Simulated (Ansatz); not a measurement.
Given:

Be12Mo:
```cif
data_Be24Mo2
_chemical_formula_sum 'Be24 Mo2'
_space_group_name_H-M_alt 'I4/mmm'
_space_group_IT_number 139
_space_group_name_Hall '-I 4 2'
_cell_length_a 7.18256
_cell_length_b 7.18256
_cell_length_c 4.18166
_cell_angle_alpha 90.000
_cell_angle_beta 90.000
_cell_angle_gamma 90.000
loop_
_atom_site_label
_atom_site_type_symbol
_atom_site_symmetry_multiplicity
_atom_site_Wyckoff_symbol
_atom_site_fract_x
_atom_site_fract_y
_atom_site_fract_z
_atom_site_occupancy
Be1 Be 8 j 0.00000 0.21074 0.50000 1
Be2 Be 8 i 0.00000 0.35029 0.00000 1
Be3 Be 8 f 0.25000 0.25000 0.25000 1
Mo1 Mo 2 a 0.00000 0.00000 0.00000 1
```
(The calculation used a cell of 13 atoms; values per cell refer to that cell.)

This is the PBEsol-relaxed structure.

### Question
All from PBEsol in the plane-wave PAW code Ansatz, unless another level is named. Predict the Poisson's ratio.

### Answer
0.10.

### Question
Next, the highest zone-centre frequency?

### Answer
848 cm⁻¹.

The start of the workflow was typed in or built on a structure type; neither database checked (COD, Materials Project) lists it. Its standing as an ambient phase is unchecked. The PBEsol relaxation kept the symmetry of its start; of distortions, only those at the zone centre were tested. No spin polarisation was allowed. As this level gives no gap, phonon frequencies hold no LO–TO term and depend on the k-mesh and smearing (Fermi–Dirac, 0.1 eV here).

Potentials: the later of the program's two PAW sets.
